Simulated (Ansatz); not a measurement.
AgCl:
```xyz
2
Lattice="0.0000 2.7724 2.7724 2.7724 0.0000 2.7724 2.7724 2.7724 0.0000" Properties=species:S:1:pos:R:3 pbc="T T T"
Ag     2.7724     2.7724     2.7724
Cl     0.0000     0.0000     0.0000
```

Cartesian axes are those of the cell as given.

Task: Give the high-frequency dielectric tensor and the Born effective charge tensors of the independent atoms from DFPT, DFT-r²SCAN in the program Ansatz with PAW potentials.

Result: 
ε∞:
```
4.52  0.00  0.00
0.00  4.52  0.00
0.00  0.00  4.52
```
Z* of atom 1 (Ag), rows: field, columns: displacement, in e:
```
1.41  0.00  0.00
0.00  1.41  0.00
0.00  0.00  1.41
```
Z* of atom 2 (Cl), rows: field, columns: displacement, in e:
```
-1.41   0.00   0.00
 0.00  -1.41   0.00
 0.00   0.00  -1.41
```

Static charges for comparison (Bader): Ag1 +0.62, Cl2 -0.62 e. Born charges measure polarisation by displacement and can exceed these by far.

Space group Fm-3m (rock salt). Symmetry was held in the r²SCAN relaxation. No spin polarisation was allowed. Spin–orbit coupling is left out wherever it is not named.

Potentials: the later of the program's two PAW sets.
